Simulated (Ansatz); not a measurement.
TiC (rock salt, space group No. 225) under volume change, plane-wave PAW r²SCAN (Ansatz code), scaled uniformly.

```json
[
 {"V (Å³/atom)": "9.225", "E − E(relaxed) (meV/atom)": "78.4", "P (GPa)": "29.77"},
 {"V (Å³/atom)": "9.529", "E − E(relaxed) (meV/atom)": "33.1", "P (GPa)": "18.33"},
 {"V (Å³/atom)": "9.833", "E − E(relaxed) (meV/atom)": "7.8", "P (GPa)": "8.48"},
 {"V (Å³/atom)": "10.137", "E − E(relaxed) (meV/atom)": "0.0", "P (GPa)": "0.00"},
 {"V (Å³/atom)": "10.441", "E − E(relaxed) (meV/atom)": "?", "P (GPa)": "?"},
 {"V (Å³/atom)": "10.746", "E − E(relaxed) (meV/atom)": "?", "P (GPa)": "?"},
 {"V (Å³/atom)": "11.050", "E − E(relaxed) (meV/atom)": "58.2", "P (GPa)": "-19.03"}
]
```

**Question.** Fill in the missing entries.

**Answer.** 
- 10.441, E − E(relaxed) (meV/atom): 7.1
- 10.441, P (GPa): -7.31
- 10.746, E − E(relaxed) (meV/atom): 27.1
- 10.746, P (GPa): -13.61

**Question.** What does a third-order Birch–Murnaghan fit give for V₀, B₀ and B′?

**Answer.** V₀ = 10.14 Å³/atom, B₀ = 262 GPa, B′ = 4.0.

Space group Fm-3m (rock salt). The cell was relaxed with r²SCAN under the symmetry of its start; of distortions, only those at the zone centre were tested. No spin polarisation was allowed.

Potentials: the earlier of the program's two PAW sets.
